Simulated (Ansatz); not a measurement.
GaSb in space group I-4m2 (No. 119; Ga on 2d, Sb on 2a) under volume change, plane-wave PAW r²SCAN (Ansatz code), shape and atoms relaxed at each volume.

```
V (Å³/atom)  E − E(relaxed) (meV/atom)  P (GPa)
-----------  -------------------------  -------
21.353                            40.9     6.82
22.057                            17.0     4.12
22.761                             4.0     1.88
23.465                             0.0     0.00
24.169                             3.6    -1.57
24.873                            13.4    -2.88
25.577                            28.7    -3.99
```

Task: What does a third-order Birch–Murnaghan fit give for V₀, B₀ and B′?

Result: V₀ = 23.46 Å³/atom, B₀ = 57.2 GPa, B′ = 4.9.

The first step of the workflow began from a Materials Project structure, measured or hypothetical; the Crystallography Open Database copy checked does not list it. It is not the phase usual at ambient conditions (space group No. 216). Symmetry was held in the r²SCAN relaxation; whether a distortion lowers the energy is not shown. Spin–orbit coupling is left out wherever it is not named.

Potentials: the later of the program's two PAW sets.
